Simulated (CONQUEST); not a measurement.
A self-consistent single point of Zn3CdS4 (P2, 8 atoms in the cell; from Materials Project mp-981379, changed as shown).

```
Zn3CdS4
1.0
    5.55344     0.00000     0.00000
    0.00000     5.55344     0.00000
    0.00000     0.00000     5.55344
Zn Cd S
3 1 4
Cartesian
  0.00000   2.77672   2.77672
  2.62672   0.00000   2.77672
  2.77672   2.77672   0.00000
  0.00000   0.00000   0.00000
  1.45878   1.45878   1.45878
  1.45878   4.09467   4.09467
  4.09467   4.09467   1.45878
  4.09467   1.45878   4.09467
```

Computed with PBEsol, numerical atomic orbitals double-zeta with polarisation (the shipped basis), PseudoDojo norm-conserving potentials made for PBEsol (CONQUEST).

CONQUEST settings:

- basis = DZP
- Diag.MPMeshX, Y, Z = 5 5 5
- potentials = PseudoDojo norm-conserving PBEsol
- Grid.GridCutoff = 175 Ha
- DM.SolutionMethod = diagon
- Diag.kT = 0.0001 Ha
- Diag.GammaCentred = true
- minE.SCTolerance = 1.0e-06
- SC.MaxIters = 100
- SC.LinearMixingFactor = 0.5
- AtomMove.TypeOfRun = static

Results:

```
Item                                                      Result
------------------------------------------------  --------------
Number of valence electrons                                  104
Number of bands                                              128
Number of k-points after the program's reduction              63
Size of the basis                                            128
Number of SCF iterations                                       7
FFT grid                                            64 × 64 × 64
Free energy E − TS                                -23025.0471 eV
Pressure                                               -0.97 GPa
Largest force (vector length)                         0.919 eV/Å
```

Forces (eV/Å):
```tsv
atom	Fx	Fy	Fz
Zn1	-0.185	0.000	0.000
Zn2	0.919	0.000	0.000
Zn3	0.266	0.000	0.000
Cd4	-0.188	0.000	0.000
S5	-0.278	0.183	-0.259
S6	-0.278	-0.183	0.259
S7	-0.124	0.210	0.071
S8	-0.124	-0.210	-0.071
```

Stress (GPa, positive for compression):
```
-1.13   0.00   0.00
 0.00  -0.88  -0.73
 0.00  -0.73  -0.91
```

For comparison: a first run was changed to give this one (atom 2 moved by -0.15 angstrom along x), and from it to this one the free energy goes up by 8.6 meV/atom, the pressure goes from -1.14 to -0.97 GPa and the largest force goes from 0.102 to 0.919 eV/Å.

The program uses no crystal symmetry, so grid and mesh can part values that symmetry would make equal. The atom-centred basis is finite, which shifts total energies, pressures and forces against plane waves. The structure comes from a collection of computed structures, made at another level of theory; the collection holds predicted forms beside known ones. Its lattice was then scaled.

Cost on one core: around 50 core-seconds (rough).
